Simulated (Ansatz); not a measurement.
## Relaxing a structure of Ta

The start is a generated cell, Ta placed in the AFLOW prototype A_tP12_96_ab (as in Si). The structure is fully relaxed (lattice and positions, P = 0) with r2SCAN (plane waves to 500 eV, PAW, scalar-relativistic; Ansatz, an electronic-structure program). The first steps use a coarse 5×5×4 k-mesh.

Initial structure:
```
Ta
1.0
    5.56871     0.00000     0.00000
    0.00000     5.56871     0.00000
    0.00000     0.00000     7.01658
Ta
12
Direct
  0.08490   0.08490   0.00000
  0.58490   0.41510   0.25000
  0.41510   0.58490   0.75000
  0.91510   0.91510   0.50000
  0.17520   0.37920   0.27420
  0.67520   0.12080   0.97580
  0.32480   0.87920   0.47580
  0.82480   0.62080   0.77420
  0.62080   0.82480   0.22580
  0.12080   0.67520   0.02420
  0.87920   0.32480   0.52420
  0.37920   0.17520   0.72580
```

**Question.** Does the structure survive the relaxation? Give the final space group.

**Answer.** The space group goes from P4₃2₁2 (No. 96) to Fd-3m (No. 227), with 6 atoms in the primitive cell.

**Question.** How much energy is released per atom?

**Answer.** About 2.3 eV/atom.

**Question.** How do the shortest distances between atoms change?

**Answer.** The closest pairs of elements (up to four, under 3.6 Å), start → end: Ta–Ta 2.30 → 2.70 Å.

Final values are on a 9×9×9 k-mesh of the relaxed cell. The start holds a very short contact (Ta–Ta 2.30 Å). No spin polarisation in the result.

The run could not lose the symmetry of its start, so the end can be a saddle point.

The relaxed structure here is a generated cell of Ta: the first start was made by placing the elements on the sites of a structure type, and the end was not matched to a known phase here, so it may be hypothetical. Known forms of Ta include space group No. 229.
